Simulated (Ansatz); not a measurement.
A crystal of cell content C4H4Cl12 at more than one level of theory

Plane-wave PAW calculations in Ansatz, scalar-relativistic unless spin-orbit coupling is named; Γ-centred meshes, relaxations with the symmetry kept. Pressure is positive in compression. No spin polarisation at the first level.

Cutoff 420 eV; k points 4×2×4 on the computed 20-atom cell (Γ-centred); Gaussian smearing, width 0.02 eV; no spin polarisation.

Structure relaxed with PBE+D3(BJ):

```cif
data_structure
_symmetry_space_group_name_H-M 'P 1'
_symmetry_Int_Tables_number 1
_cell_length_a 7.4749
_cell_length_b 9.5727
_cell_length_c 5.8367
_cell_angle_alpha 90.000
_cell_angle_beta 90.000
_cell_angle_gamma 90.000
_cell_volume 417.65
loop_
_atom_site_label
_atom_site_type_symbol
_atom_site_fract_x
_atom_site_fract_y
_atom_site_fract_z
_atom_site_occupancy
H1 H 0.55293 0.25000 0.07075 1
H2 H 0.94707 0.75000 0.57075 1
H3 H 0.05293 0.25000 0.42925 1
H4 H 0.44707 0.75000 0.92925 1
C1 C 0.41107 0.25000 0.02573 1
C2 C 0.08893 0.75000 0.52573 1
C3 C 0.91107 0.25000 0.47427 1
C4 C 0.58893 0.75000 0.97427 1
Cl1 Cl 0.31246 0.40225 0.14561 1
Cl2 Cl 0.18754 0.59775 0.64561 1
Cl3 Cl 0.81246 0.09775 0.35439 1
Cl4 Cl 0.68754 0.90225 0.85439 1
Cl5 Cl 0.68754 0.59775 0.85439 1
Cl6 Cl 0.81246 0.40225 0.35439 1
Cl7 Cl 0.18754 0.90225 0.64561 1
Cl8 Cl 0.31246 0.09775 0.14561 1
Cl9 Cl 0.39529 0.25000 0.72216 1
Cl10 Cl 0.10471 0.75000 0.22216 1
Cl11 Cl 0.89529 0.25000 0.77784 1
Cl12 Cl 0.60471 0.75000 0.27784 1
```

```json
{"level": "PBE+D3(BJ)", "cell": "relaxed", "cutoff (eV)": "420", "k mesh": "4×2×4", "primitive cell": "a = 7.47 Å, b = 9.57 Å, c = 5.84 Å, α = 90.00°, β = 90.00°, γ = 90.00°", "V (Å³/atom)": "20.9", "P (GPa; residual where relaxed)": "0.01", "gap on mesh (eV)": "4.72"}
{"level": "r2SCAN", "cell": "relaxed", "cutoff (eV)": "500", "k mesh": "4×2×4", "primitive cell": "a = 7.56 Å, b = 9.63 Å, c = 5.89 Å, α = 90.00°, β = 90.00°, γ = 90.00°", "V (Å³/atom)": "21.4", "P (GPa; residual where relaxed)": "-0.01", "gap on mesh (eV)": "5.20"}
```

The start is a cell measured at 120 K (doi:10.1039/b914851e), with 20.42 Å³ an atom; a static calculation leaves out thermal expansion, so the difference isn't the functional's error alone.

Cost: 2 runs of about 12 core-minutes in all, on Intel Xeon Processor @ 2.70GHz (shared hosts).